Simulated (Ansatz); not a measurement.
Ba2YHO3 in space group I4mm (No. 107; Pearson symbol tI14), the program Ansatz at the r²SCAN level (PAW), all energies at zero smearing, with the estimated change up to a 700 eV cutoff added, with one set of potentials and settings (totals compare only within such a set). Cell of 7 atoms (1 Y, 3 O, 1 H, 2 Ba): -17521.866 eV.

```json
[
 {"element": "Y", "reference phase": "P6_3/mmc, 2 atoms in the cell", "E (eV/atom)": "-3859.7274"},
 {"element": "O", "reference phase": "C2/m, 4 atoms in the cell, spin-polarised", "E (eV/atom)": "-566.0346"},
 {"element": "H", "reference phase": "P2_12_12_1, 8 atoms in the cell", "E (eV/atom)": "-15.9453"},
 {"element": "Ba", "reference phase": "Im-3m, 1 atoms in the cell", "E (eV/atom)": "-5964.5974"}
]
```

Formation energy per atom, worked out: (-17521.866 − 1×(-3859.7274) − 3×(-566.0346) − 1×(-15.9453) − 2×(-5964.5974))/7 = -2.699 eV/atom (-260 kJ per mol of atoms), at 0 K, without zero-point energy or fitted corrections.

The start of the workflow was typed in or built on a structure type; neither database checked (COD, Materials Project) lists it. Its standing as an ambient phase is unchecked. The r²SCAN relaxation kept the symmetry of its start; whether a distortion lowers the energy is not shown. The run is not spin-polarised. The references are the lowest solids computed at this level, not always the standard phases (solids in place of the gases). Spin–orbit coupling is left out wherever it is not named.

Potentials: the earlier of the program's two PAW sets. The files were generated under PBE; for other functionals the program regenerates the frozen cores, and for LDA and PBEsol the local potential too.
